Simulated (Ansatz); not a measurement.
LaTiO₃ (cubic perovskite, Pm-3m) under volume change, plane-wave PAW r²SCAN (Ansatz code), scaled uniformly.

```tsv
V (Å³/atom)	E − E(relaxed) (meV/atom)	P (GPa)
11.073	72.5	23.10
11.438	30.4	14.12
11.803	7.2	6.49
12.168	0.0	0.00
12.533	6.5	-5.51
12.898	24.5	-10.21
13.263	52.4	-14.20
```

Problem. What does a third-order Birch–Murnaghan fit give for V₀, B₀ and B′?

Solution. V₀ = 12.17 Å³/atom, B₀ = 199 GPa, B′ = 4.4.

The workflow started from an entry of the Crystallography Open Database (COD), which files this formula under 2 space groups. Whether it is the stable phase at ambient conditions was not checked. Symmetry was held in the r²SCAN relaxation; its stability against distortions is not shown here. No spin polarisation was allowed. Spin–orbit coupling is left out wherever it is not named.

Potentials: the later of the program's two PAW sets.
